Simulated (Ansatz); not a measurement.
**Property card for Ge$_{6}$MoW$_{2}$**

The calculation used DFT PBE, scalar-relativistic, plane waves, PAW in Ansatz 0.2.0.

Settings: cutoff 420 eV, Γ-centred mesh 10×10×10 on the computed 9-atom cell, Gaussian smearing of 0.10 eV; no spin polarisation.

The structure is relaxed at this level of theory with its symmetry kept, and needn't be the ground state of this composition.

Space group Fmmm (No. 69), orthorhombic, a = 4.724 Å, b = 8.288 Å, c = 14.176 Å. Ge on a site of symmetry m has 5 Ge at 2.69–2.78 Å, 1 Mo at 2.72 Å, 4 W at 2.72–2.80 Å and 4 Ge at 3.34 Å; Ge on a site of symmetry m2m has 5 Ge at 2.69–2.77 Å, 2 W at 2.71 Å, 3 Mo at 2.72–2.80 Å and 4 Ge at 3.34 Å; Mo has 10 Ge at 2.72–2.80 Å and 4 W at 3.34 Å; W is surrounded by 10 Ge at 2.71–2.80 Å, 2 Mo at 3.34 Å and 2 W at 3.35 Å.

| Item | Value |
| --- | --- |
| Volume per atom | 104.1 bohr³ |
| Formation energy from the elements' standard states (uncorrected) | 0.000 eV/atom |
| Kohn–Sham band gap | none (metal) |
| Density of states at the Fermi level | 2.4 states/eV per cell |
| Orbital (Löwdin) character within 0.5 eV of the Fermi level | W 5d 47 %, Mo 4d 27 %, Ge 4p 18 % |
| Bader charge by site (e) | Ge (4 in the cell) -0.16, Ge (2 in the cell) -0.16, Mo (1 in the cell) 0.34, W (2 in the cell) 0.30 |

Spin-orbit coupling is left out, which matters for the bands of heavy elements.

The cell was found from a structure generator's guess, not taken from experiment. Löwdin shares on free-atom orbitals overweight diffuse shells.
